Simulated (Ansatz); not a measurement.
Start of a relaxation of PtC₂:

Space group P-4m2 (No. 115). a = 3.326 Å, b = 3.326 Å, c = 4.704 Å, α = 90.00°, β = 90.00°, γ = 90.00°
```json
{"atom": "Pt", "site": "1a", "symmetry": "-4m2", "x": "0.0000", "y": "0.0000", "z": "0.0000"}
{"atom": "C", "site": "2g", "symmetry": "2mm.", "x": "0.5000", "y": "0.0000", "z": "0.2500"}
```

Method: DFT PBE, scalar-relativistic, plane waves, PAW in Ansatz. Cutoff 420 eV, Gaussian smearing, Γ-centred meshes. Cell and atoms relax first on a coarse mesh and then on a finer one. In between, the cell is made exact in the group found at 0.06 Å. In metals the finer mesh still leaves noise of several meV/atom or more. The steps can't lower the symmetry of their start. No spin polarisation.

A guess keeps its type if space group and coordination stay and the shape of the cell changes little (axis ratios within about 15 %, angles within 6°); the volume may change.

Task: Will the relaxed cell still be of the starting type?

Result: It keeps its type. The symmetry stays P-4m2 (No. 115). The volume per atom shrinks by 4.7 %, from 17.4 to 16.5 Å³. The shortest distance goes from 2.04 Å (Pt–C) to 1.94 Å (Pt–C). The ratio c/a of the conventional cell changes by a factor of 1.09. Counting neighbours within 15 % of an atom's shortest distance, the start has C 2, Pt 4 and the end C 2, Pt 4.

Energies over the elements count from the elements' standard structures at the same level, with no fitted energy shifts.

Task: At what energy does it end?

Result: +2.34 eV/atom. A positive value: parting into the elements would lower its energy.

The last run used a 14×14×10 mesh (in the run's order of axes) for its 3-atom cell and Gaussian smearing of 0.10 eV. No dispersion correction is applied, so the spacing and binding between layers, chains or molecules are poorly described. These runs have no spin–orbit coupling, which can matter for Pt. The reference form of C is held partly by dispersion forces, which this level lacks. Symmetry constrained the relaxation, so the result can be a saddle point.
